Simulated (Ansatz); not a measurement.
TePb:
```
CELL_PARAMETERS angstrom
      5.53193     0.00000     0.00000
     -2.76596     4.79079     0.00000
      0.00000     0.00000     6.47809
ATOMIC_POSITIONS crystal
  Pb 0.66667 0.33333 0.75000
  Pb 0.33333 0.66667 0.25000
  Te 0.66667 0.33333 0.25000
  Te 0.33333 0.66667 0.75000
```

Relaxed with HSE06. Special points in fractions of this cell's reciprocal vectors: Γ (0.000, 0.000, 0.000); M (0.500, 0.000, 0.000); K (0.333, 0.333, 0.000); A (0.000, 0.000, 0.500); L (0.500, 0.000, 0.500); H (0.333, 0.333, 0.500).

Question: List the band energies nearest the valence-band maximum at these points for HSE06 in the plane-wave PAW code Ansatz.

Answer: In eV from the valence-band maximum; about four levels below and three above (degenerate sets whole), none deeper than 8.9 eV; points with the same levels are listed once.

```
k                                below                above
-  -----------------------------------  -------------------
Γ        -3.05 -3.05 -1.77 -1.56 -1.56  1.68 1.68 3.43 3.43
M              -2.90 -2.17 -1.97 -0.44       2.73 3.91 3.98
K        -3.36 -3.36 -2.35 -0.52 -0.52       2.77 2.77 4.19
A  -2.36 -2.36 -2.36 -2.36 -1.14 -1.14  2.19 2.19 2.19 2.19
L              -1.57 -1.57 -0.55 -0.55  1.74 1.74 3.11 3.11
H                -0.92 -0.92 0.00 0.00  1.61 1.61 2.17 2.17
```

Space group P6_3/mmc. A made-up cell: these elements were put on the sites of a structure type; neither database checked (COD, Materials Project) lists it. It is not the phase usual at ambient conditions (space group No. 225). The cell was relaxed with HSE06 under the symmetry of its start; its stability against distortions is not shown here. The hybrid was solved on a coarse mesh, the path and, where they were found, the r²SCAN edge points; its band edges are the extreme levels among these. Scalar-relativistic: spin–orbit coupling is off unless named, which matters more the heavier the elements.

Potentials: the later of the program's two PAW sets.
